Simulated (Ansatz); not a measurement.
Data:

ZnIn₂O₄:
```yaml
crystal:
  lattice:
    - [-2.34822, 2.34822, 5.01343]
    - [2.34822, -2.34822, 5.01343]
    - [2.34822, 2.34822, -5.01343]
  atoms:
    - { symbol: In, position: [0.50000, 0.50000, 0.00000] }
    - { symbol: In, position: [0.25000, 0.75000, 0.50000] }
    - { symbol: Zn, position: [0.00000, 0.00000, 0.00000] }
    - { symbol: O, position: [0.33504, 0.85327, 0.96228] }
    - { symbol: O, position: [0.89099, 0.37277, 0.03772] }
    - { symbol: O, position: [0.14673, 0.10901, 0.48177] }
    - { symbol: O, position: [0.62723, 0.66496, 0.51823] }
```

This is the PBEsol-relaxed structure. x, y and z are the axes in which the lattice vectors are written.

Problem. All from DFT-PBEsol in the program Ansatz with PAW potentials, unless another level is named. Predict the electron effective mass.

Solution. 0.18, 0.18, 0.20 mₑ (principal values).

Problem. What about the formation energy from the elements (no fitted shifts)?

Solution. -1.31 eV/atom.

Problem. And the hole effective mass, band 2 of 2 at the edge?

Solution. 0.24 along x, 2.2 along z (mₑ).

Problem. Predict the band gap.

Solution. 0.83 eV (direct).

Problem. And the valence-band maximum?

Solution. at Γ.

Space group I-4. The cell is a constructed one: a structure type filled with these elements; neither database checked (COD, Materials Project) lists it. Whether it is the stable phase at ambient conditions was not checked. Symmetry was held in the PBEsol relaxation; its stability against distortions is not shown here. The references are the lowest solids computed at this level, not always the standard phases (solids in place of the gases). Scalar-relativistic: spin–orbit coupling is off unless named, which matters more the heavier the elements.

Potentials: the earlier of the program's two PAW sets. The files were generated under PBE; for other functionals the program regenerates the frozen cores, and for LDA and PBEsol the local potential too.
